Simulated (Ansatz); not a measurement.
SrO:
Space group P6₃/mmc (No. 194); a = b = 4.1890 Å, c = 5.0493 Å, α = β = 90.00°, γ = 120.00°

```tsv
atom	site	symmetry	x	y	z
Sr	2d	-6m2	0.6667	0.3333	0.2500
O	2c	-6m2	0.3333	0.6667	0.2500
```

Relaxed with LDA.

### Question
Give the optical modes at the zone centre with their infrared and Raman activity from DFPT, DFT-LDA in the program Ansatz with PAW potentials.

### Answer
Transverse frequencies, without the LO–TO term; a row sums one degenerate level.

```csv
ω (cm⁻¹),degeneracy,IR ((D/Å)²/amu),Raman (Å⁴/amu),activity,symmetry
125,2,0.00,0,silent,E2g
197,1,0.00,0,silent,B1g
223,1,20.23,0,IR,A2u
294,1,0.00,0,silent,B1g
330,2,0.00,43,Raman,E2g
333,2,30.45,0,IR,E1u
```

### Question
How high does the top mode go among those that the LO–TO term moves?

### Answer
485 cm⁻¹ for q along x, 485 cm⁻¹ for q along y, 460 cm⁻¹ for q along z.

Space group P6_3/mmc. The first step of the workflow began from a Materials Project structure, measured or hypothetical; the Crystallography Open Database copy checked does not list it. It is not the phase usual at ambient conditions (space group No. 225). The LDA relaxation kept the symmetry of its start; its stability against distortions is not shown here.

Potentials: the later of the program's two PAW sets.
